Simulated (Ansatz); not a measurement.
Relaxed AlCo (CsCl type):

```xyz
2
Lattice="2.8239 0.0000 0.0000 0.0000 2.8239 0.0000 0.0000 0.0000 2.8239" Properties=species:S:1:pos:R:3 pbc="T T T"
Al     0.0000     0.0000     0.0000
Co     1.4119     1.4119     1.4119
```

In each cell atom 1 (Al, nearest neighbour Co at 2.446 Å; its periodic images, 2.8 Å or more away, move with it) moves by s·(0.000, 0.000, 1.000) (along Cartesian z), the rest being held.

These are r2SCAN (plane waves to 500 eV, PAW, scalar-relativistic; Ansatz, a first-principles code) values and carry that method's errors. k mesh 13×13×13 (Γ-centred), Fermi-Dirac smearing 0.05 eV. E stands for the smeared free energy. With partly filled bands, energies and forces of such displacements shift with the k mesh and the smearing. AlCo was relaxed with its symmetry unable to fall. Relaxed AlCo ends ferromagnetic. Other magnetic orders were not checked, so this need not be the ground state. ΔE is measured from the undisplaced structure. The last digit holds for this mesh only.

```json
[
 {"s (Å)": "-0.240", "ΔE (meV/cell)": "236.1"},
 {"s (Å)": "-0.192", "ΔE (meV/cell)": "withheld"},
 {"s (Å)": "-0.144", "ΔE (meV/cell)": "85.2"},
 {"s (Å)": "-0.096", "ΔE (meV/cell)": "37.9"},
 {"s (Å)": "-0.048", "ΔE (meV/cell)": "9.5"},
 {"s (Å)": "0.000", "ΔE (meV/cell)": "0.0"},
 {"s (Å)": "0.048", "ΔE (meV/cell)": "9.5"},
 {"s (Å)": "0.096", "ΔE (meV/cell)": "37.9"},
 {"s (Å)": "0.144", "ΔE (meV/cell)": "85.2"},
 {"s (Å)": "0.192", "ΔE (meV/cell)": "withheld"},
 {"s (Å)": "0.240", "ΔE (meV/cell)": "236.1"}
]
```

Fit an even polynomial form (powers 2, 4) to the given rows and predict ΔE at s = -0.192.

Least squares on the 9 given rows: ΔE = (4115)·s² + (-273.4)·s⁴, in meV/cell with s in Å; root-mean-square residual 0.01 meV/cell. At -0.192 the fit gives 151.3 meV/cell; the calculation gives 151.3 meV/cell, the same to the digits shown. The quadratic term alone would give 151.7 meV/cell.

(A displaced cell: forces are minus the slopes of the energy, force constants its curvatures, and phonons follow from these.)
